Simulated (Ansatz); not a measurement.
Zr (hcp, Mg type)

```
CELL_PARAMETERS angstrom
      3.23126     0.00000     0.00000
     -1.61563     2.79835     0.00000
      0.00000     0.00000     5.17316
ATOMIC_POSITIONS crystal
  Zr 0.33333 0.66667 0.75000
  Zr 0.66667 0.33333 0.25000
```

The slice is a (0001) plane (indices of the conventional cell) through the point (0.333, 0.667, 0.750) (fractional), spanned by u = [110] and v = [1 -1 0] in vectors of this cell: u (3.23 Å) and v (5.60 Å, at 90° to u). It covers one period; positions are fractions (u, v).

Computed with PBE (plane waves to 420 eV, PAW, scalar-relativistic; Ansatz, an electronic-structure program). k mesh 17×17×9. These are valence fields of a PAW run, semicore shells included where kept as valence: close to a nucleus they are smooth pseudo fields. Zr is run without spin polarisation. Zr was relaxed with its symmetry unable to fall.

Three fields on this plane, each scaled to ten steps between its own extremes (0 low, 9 high; the total valence density on a logarithmic scale, the potential cut 8 eV below its top; x marks points blanked near nuclei; v = 0 in the bottom row):

Map A
```
|xxxx05750xxx|
|xxxx17871xxx|
|xxx0589850xx|
|001579997510|
|556666666665|
|876410001467|
|8740xxxxx047|
|760xxxxxxx06|
|640xxxxxxx04|
|640xxxxxxx04|
|750xxxxxxx05|
|871xxxxxxx17|
|9850xxxxx058|
|997510001579|
|666665556666|
|001467876410|
|xxx0478740xx|
|xxxx06760xxx|
|xxxx04640xxx|
|xxxx04640xxx|
```

Map B
```
|xxxx11411xxx|
|xxxx14741xxx|
|xxx1279721xx|
|100148984100|
|000133333100|
|221001110012|
|2100xxxxx001|
|100xxxxxxx00|
|101xxxxxxx10|
|101xxxxxxx10|
|411xxxxxxx11|
|741xxxxxxx14|
|9721xxxxx127|
|984100100148|
|333100000133|
|110012221001|
|xxx0012100xx|
|xxxx00100xxx|
|xxxx10101xxx|
|xxxx10101xxx|
```

Map C
```
|xxxx94349xxx|
|xxxx64346xxx|
|xxx7433347xx|
|875333333357|
|111234443211|
|001258985210|
|0026xxxxx620|
|015xxxxxxx51|
|128xxxxxxx82|
|239xxxxxxx93|
|349xxxxxxx94|
|346xxxxxxx64|
|3347xxxxx743|
|333357875333|
|443211111234|
|985210001258|
|xxx6200026xx|
|xxxx51015xxx|
|xxxx82128xxx|
|xxxx93239xxx|
```

**Question.** Assign the maps to these fields: electron localisation function (ELF); valence electron density; electrostatic potential energy of an electron, from the cell's mean.

**Answer.** A is the electrostatic potential energy of an electron, from the cell's mean; B is the electron localisation function (ELF); C is the valence electron density.
